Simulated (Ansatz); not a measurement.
## CdPtC₆N₆ — quadrupolar parameters

The cell is a structure deposited in the COD whose atoms were relaxed with PBE, the cell held.

```
Cd Pt C N
1.0
     0.00000    5.47105    5.47105
     5.47105    0.00000    5.47105
     5.47105    5.47105    0.00000
Cd Pt C N
1 1 6 6
Direct
  0.50000 0.50000 0.50000
  0.00000 0.00000 0.00000
  0.81669 0.18331 0.18331
  0.18331 0.81669 0.18331
  0.18331 0.81669 0.81669
  0.81669 0.18331 0.81669
  0.18331 0.18331 0.81669
  0.81669 0.81669 0.18331
  0.71093 0.28907 0.28907
  0.28907 0.71093 0.28907
  0.28907 0.71093 0.71093
  0.71093 0.28907 0.71093
  0.28907 0.28907 0.71093
  0.71093 0.71093 0.28907
```

Atom numbers follow the list; atoms alike are taken as one site, whose name carries the number of the first.

Method: Kohn–Sham DFT in Ansatz, PBE, plane waves and PAW, scalar-relativistic, 420 eV cutoff, Γ-centred 5×5×5 k-points, Fermi–Dirac smearing 0.05 eV.

C_Q = eQV_zz/h, which is 24.18 MHz for Q = 1 b and V_zz = 10²¹ V/m²; η = (V_xx − V_yy)/V_zz.

¹⁴N: I = 1, Q = 20.44 mb. Q values from Pyykkö, Mol. Phys. 116, 1328 (2018).

Question: Which values are expected at the nuclei?

Answer: 

| site | atoms (order as listed) | first shell | V_zz (10²¹ V/m²) | η | C_Q (MHz) |
| --- | --- | --- | --- | --- | --- |
| Cd | 1 | 6 N at 2.31 Å | 0.00 | – | – |
| Pt | 2 | 6 C at 2.01 Å | 0.00 | – | – |
| C | 3, 4, 5, 6, 7, 8 | 1 N at 1.16 Å, 1 Pt at 2.01 Å, angle 180° | -3.81 | 0.00 | – |
| N | 9, 10, 11, 12, 13, 14 | 1 C at 1.16 Å; also 1 Cd at 2.31 Å, 1 Pt at 3.16 Å | -5.87 | 0.00 | -2.90 |

An axis of threefold or higher order runs through C and N, so V_zz lies along it and η is zero. Cd and Pt sit on a cubic site, where every gradient vanishes.

Cd, Pt, C have no stable isotope with a ground-state quadrupole moment in the table, so no C_Q is given.

Without spin–orbit coupling the gradients at and beside Pt can be off by some per cent, at some sites by more. The database entry as given showed forces above 3 eV/Å or a pressure above 30 GPa, though relaxing it moves no atom far.

The relaxation (4 steps) took 58 s of wall time (58 s of CPU time) and 0.69 GiB at its peak, on 1 thread of Arm Neoverse V1 (aarch64; 28 cores open to the job, memory cap 3.0 GiB, no GPU), a shared host with a load of 0.8 a core.
